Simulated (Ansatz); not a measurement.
**P: from a starting cell to a relaxed one**

The start is a relaxed P cell displaced along its unstable phonon at q = (½, ½, 0) of its primitive reciprocal cell (61i cm⁻¹), largest move 0.15 Å. Cell shape, volume and atoms are optimised at zero target pressure with PBEsol (plane waves to 420 eV, PAW, scalar-relativistic; Ansatz, a first-principles code). First-step values are on the input's coarse k-mesh.

Ansatz input (later rounds restart from its end on a renewed k-mesh):
Ansatz 0.2 input:
```yaml
crystal:
  lattice:
    - [8.425476304, 0, 0]
    - [4.212738152, 4.212738152, 0]
    - [0, 0, 3.9248716783]
  atoms:
    - { symbol: P, position: [0, 0.5, -0.0130522577] }
    - { symbol: P, position: [0.5, 0.5, 0.0130522577] }
    - { symbol: P, position: [0, 0, 0.03821781] }
    - { symbol: P, position: [0.5, 0, -0.03821781] }
    - { symbol: P, position: [0.7431738143, 0.5207332521, 0.2383997664] }
    - { symbol: P, position: [0.2568261857, 0.4792667479, 0.2383997664] }
    - { symbol: P, position: [0.2431738143, -0.0070808806, 0.7616002336] }
    - { symbol: P, position: [0.7568261857, 0.0070808806, 0.7616002336] }
basis: { ecutwfc: 420, ecutrho_ratio: 4, xc_grid: 2, fft_grid_basis: typed }
kpoints: { mp_grid: { grid: [8, 8, 8] } }
hamiltonian:
  xc: pbesol
  dispersion: none
  pseudopotentials: { azcp: { folder: ./paw }, kind: paw }
scf: { occupations: { method: fermi_dirac, width: 0.05 } }
relax: { f_tol: 0.01, max_steps: 100, cell: { stress_tol: 0.02 } }
output: { forces: true, stress: true }
```

```yaml
energy_released: 0.05 eV/atom
volume_change: -16.3 %, from 17.41 to 14.57 Å³/atom
relative_to_the_parent: "It does not go back: it reaches P6₃/mmc (No. 194), 0.05 eV/atom below the parent"
band_gap_at_the_end: zero (metallic)
optimiser_moves: 26
```

Final values are on a 16×16×8 k-mesh of the relaxed cell. No spin polarisation in the result.

The run could not lose the symmetry of its start: the end is stationary, and may be a saddle point rather than a minimum.

The relaxed structure here is a generated cell of P: the first start was made by placing the elements on the sites of a structure type, and the end was not matched to a known phase here, so it may be hypothetical. Known forms of P include space group No. 64.
